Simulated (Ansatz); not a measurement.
The calculation used DFT PBE, scalar-relativistic, plane waves, PAW (Ansatz 0.2.0). All cells share a 420 eV cutoff and Γ-centred k meshes spaced at most about 0.3 Å⁻¹ (about 0.25 or finer for metals, 2π included). No spin polarisation in the final relaxations.

All energies are static (0 K, no zero-point motion).

Two forms of Y4I were relaxed alike.

A.

```xyz
5
Lattice="-2.9824 2.9824 4.7711 2.9824 -2.9824 4.7711 2.9824 2.9824 -4.7711" Properties=species:S:1:pos:R:3 pbc="T T T"
Y     0.0000    0.0000    6.5768
Y     0.0000    2.9824    0.0000
Y     2.9824    0.0000    0.0000
Y     0.0000    0.0000    2.9653
I     0.0000    0.0000    0.0000
```

B.

```xyz
5
Lattice="5.8295 0.0000 0.0000 0.0000 5.8295 0.0000 0.0000 0.0000 5.8295" Properties=species:S:1:pos:R:3 pbc="T T T"
Y     1.6797    1.6797    1.6797
Y     4.1498    4.1498    1.6797
Y     1.6797    4.1498    4.1498
Y     4.1498    1.6797    4.1498
I     0.0000    0.0000    0.0000
```

**Question.** Which form is favoured at zero pressure, and by what margin per atom?

**Answer.** A is lower, by 0.34 eV/atom. A has space group I4/mmm (No. 139), 33.9 Å³/atom and no gap on its mesh; B has space group P-43m (No. 215), 39.6 Å³/atom and no gap. Counting Y atoms around I (those within 1.25 times the shortest such distance or 1.15 times the sum of covalent radii, 1.27 where that leaves under three), A has I 6 and B has I 4. The denser one is the lower, and pressure would at first widen the difference. Both come from invented guesses. A third cell relaxed alike, in Cmmm, lies 39 meV/atom below the lower of the two.

These runs have no spin–orbit coupling, which can matter for I. A magnetic state wasn't ruled out in cells without spin, among them I4/mmm, P-43m. Cells relaxed within their symmetry can be saddle points.
